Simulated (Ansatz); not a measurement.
PbAu₂, first-principles data

PbAu2:
Space group Fd-3m, origin choice 1 (No. 227); a = b = c = 8.0431 Å, α = β = γ = 90.00°

```tsv
atom	site	symmetry	x	y	z
Pb	8a	-43m	0.0000	0.0000	0.0000
Au	16d	.-3m	0.6250	0.6250	0.6250
```
(The calculation used a cell of 6 atoms; values per cell refer to that cell.)

Space group Fd-3m (No. 227), cubic Laves (MgCu2 type); conventional cell a = 8.0431 Å, b = 8.0431 Å, c = 8.0431 Å, α = 90.00°, β = 90.00°, γ = 90.00°.

Method: plane-wave PAW r²SCAN (Ansatz code). Structure relaxed to zero pressure with the same functional. Other levels are named where they apply.

### Cell and energy

```
Item                                                            Value
-----------------------------------------------------  --------------
Volume per atom                                              21.68 Å³
Density                                                   15.35 g/cm³
Formation energy from the elements (no fitted shifts)  -0.057 eV/atom
```

### Electronic structure

```
Quantity                                                                     Value
------------------------------------  --------------------------------------------
Electronic character                                             metallic (no gap)
Density of states at the Fermi level  0.10 states/eV per atom (mean over ±0.08 eV)
Gap with spin–orbit coupling                                       none (metallic)
```

### Mechanics

```
Property                               Value
----------------------------------  --------
Bulk modulus (Birch–Murnaghan fit)  947 kbar
Pressure derivative B′                   5.5
```

### Charges

```
Quantity                     Result
-------------  --------------------
Bader charges  Pb +0.58, Au -0.29 e
```

The workflow started from an entry of the Crystallography Open Database (COD). Its standing as an ambient phase is unchecked. The cell was relaxed with r²SCAN under the symmetry of its start; its stability against distortions is not shown here. The references are the lowest solids computed at this level, not always the standard phases. Spin–orbit coupling is left out wherever it is not named.

Potentials: the later of the program's two PAW sets.
